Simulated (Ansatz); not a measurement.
Ga in space group Cmcm (No. 63; Ga on 8g) under volume change, PBEsol in the plane-wave PAW code Ansatz, shape and atoms relaxed at each volume.

```json
[
 {"V (Å³/atom)": "18.082", "E − E(relaxed) (meV/atom)": "?", "P (GPa)": "?"},
 {"V (Å³/atom)": "18.678", "E − E(relaxed) (meV/atom)": "?", "P (GPa)": "?"},
 {"V (Å³/atom)": "19.274", "E − E(relaxed) (meV/atom)": "3.0", "P (GPa)": "1.69"},
 {"V (Å³/atom)": "19.870", "E − E(relaxed) (meV/atom)": "0.0", "P (GPa)": "0.01"},
 {"V (Å³/atom)": "20.466", "E − E(relaxed) (meV/atom)": "2.7", "P (GPa)": "-1.41"},
 {"V (Å³/atom)": "21.062", "E − E(relaxed) (meV/atom)": "10.2", "P (GPa)": "-2.58"},
 {"V (Å³/atom)": "21.658", "E − E(relaxed) (meV/atom)": "21.7", "P (GPa)": "-3.55"}
]
```

**Question.** What belongs in the gaps?

**Answer.** 
- 18.082, E − E(relaxed) (meV/atom): 31.0
- 18.082, P (GPa): 6.05
- 18.678, E − E(relaxed) (meV/atom): 13.0
- 18.678, P (GPa): 3.70

**Question.** What does a third-order Birch–Murnaghan fit give for V₀, B₀ and B′?

**Answer.** V₀ = 19.87 Å³/atom, B₀ = 51.0 GPa, B′ = 4.9.

The workflow started from a Materials Project entry (that database holds measured and hypothetical structures alike); the Crystallography Open Database files this formula in space group No. 63, but the cells were not matched. It is not the phase usual at ambient conditions (space group No. 64). The cell was relaxed with PBEsol under the symmetry of its start; whether a distortion lowers the energy is not shown. Scalar-relativistic: spin–orbit coupling is off unless named, which matters more the heavier the elements.

Potentials: the earlier of the program's two PAW sets. The files were generated under PBE; for other functionals the program regenerates the frozen cores, and for LDA and PBEsol the local potential too.
